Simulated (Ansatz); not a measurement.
Starting cell, TiAl3 (D022 type, space group I4/mmm):

```yaml
crystal:
  lattice:
    - [-1.92294, 1.92294, 4.30997]
    - [1.92294, -1.92294, 4.30997]
    - [1.92294, 1.92294, -4.30997]
  atoms:
    - { symbol: Al, position: [0.50000, 0.50000, 0.00000] }
    - { symbol: Al, position: [0.75000, 0.25000, 0.50000] }
    - { symbol: Al, position: [0.25000, 0.75000, 0.50000] }
    - { symbol: Ti, position: [0.00000, 0.00000, 0.00000] }
```

In this cell atom 2 (Al, nearest neighbour Al at 2.719 Å; its periodic images, 3.8 Å or more away, move with it) is moved by s towards the nearest neighbour, unit vector (0.707, -0.707, 0.000); all other atoms and the cell stay fixed.

Calculation: PBE (plane waves to 420 eV, PAW, scalar-relativistic; Ansatz, an electronic-structure program). k mesh 14×14×14 (Γ-centred), Fermi-Dirac smearing 0.05 eV. Energies are smeared free energies. With partly filled bands, energies and forces of such displacements shift with the k mesh and the smearing. TiAl3 is run without spin polarisation. TiAl3 was relaxed with its symmetry unable to fall. The zero of ΔE is the undisplaced structure. The last digit holds for this mesh only.

```tsv
s (Å)	ΔE (meV/cell)
-0.540	1240.1
-0.432	735.5
-0.324	withheld
-0.216	165.2
-0.108	40.1
0.000	0.0
0.108	40.1
0.216	165.2
0.324	withheld
0.432	735.5
0.540	1240.1
```

Q: Fit an even polynomial form (powers 2, 4, 6) to the given rows and predict ΔE at s = -0.324.

A: Least squares on the 9 given rows: ΔE = (3411)·s² + (2762)·s⁴ + (432.0)·s⁶, in meV/cell with s in Å; root-mean-square residual 0.07 meV/cell. At -0.324 the fit gives 389.0 meV/cell; the calculation gives 389.0 meV/cell, the same to the digits shown. The quadratic term alone would give 358.1 meV/cell.

(A displaced cell: forces are minus the slopes of the energy, force constants its curvatures, and phonons follow from these.)
